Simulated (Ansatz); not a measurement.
**KYTl2F6, a known structure type with other elements, at an estimated volume**

```xyz
10
Lattice="0.0000 4.4925 4.4925 4.4925 0.0000 4.4925 4.4925 4.4925 0.0000" Properties=species:S:1:pos:R:3 pbc="T T T"
F     2.0216    4.4925    4.4925
F     4.4925    2.0216    4.4925
F     6.9634    4.4925    4.4925
F     4.4925    6.9634    4.4925
F     4.4925    4.4925    2.0216
F     4.4925    4.4925    6.9634
K     4.4925    4.4925    4.4925
Y     0.0000    0.0000    0.0000
Tl    2.2463    2.2463    2.2463
Tl    6.7388    6.7388    6.7388
```

The numbers come from plane-wave PAW DFT (Ansatz): r2SCAN, no spin polarisation, 500 eV, 5×5×5 Γ-centred k points, methfessel-paxton occupations (width 0.029 eV). Nothing was relaxed.

Task: Is the cell too large or too small?

Result: The pressure is 10.2 GPa (compression positive), so with the atoms held at these fractions the cell would first expand; the forces are large, so a full relaxation may end otherwise.

Task: What do density and ELF say about some of the short contacts?

Result: F–Y at 2.02 Å: least valence density 0.67 e/Å³ and ELF 0.15 there. K–F at 2.47 Å: least valence density 0.18 e/Å³ and ELF 0.04 there, a closed-shell (ionic or weak) contact. Tl–F at 3.18 Å: least valence density 0.06 e/Å³ and ELF 0.03 there, a closed-shell (ionic or weak) contact. These are pseudo-fields; inside the PAW spheres they differ from the all-electron ones.

Task: Metal or insulator? Give the gap.

Result: The gap is 5.10 eV, direct at the points sampled.

Task: What is the character of the valence top and the conduction bottom?

Result: Within 0.7 eV of the edges, the states project mainly on F p (75 %) and Tl s (20 %) below the gap and on Tl p (84 %) above it.

Task: Give the Bader charges.

Result: Bader charges in e: K +0.87, Y +2.32, Tl +0.89, F -0.83. In the mean Y gives up most and F takes most.

Origin: a known structure type with other elements, at an estimated volume, so it need not be a known compound. Caveats: no spin-orbit coupling, which can shift this gap by tenths of an eV; atoms or cell far from equilibrium; the mesh misses a band edge that the path finds.
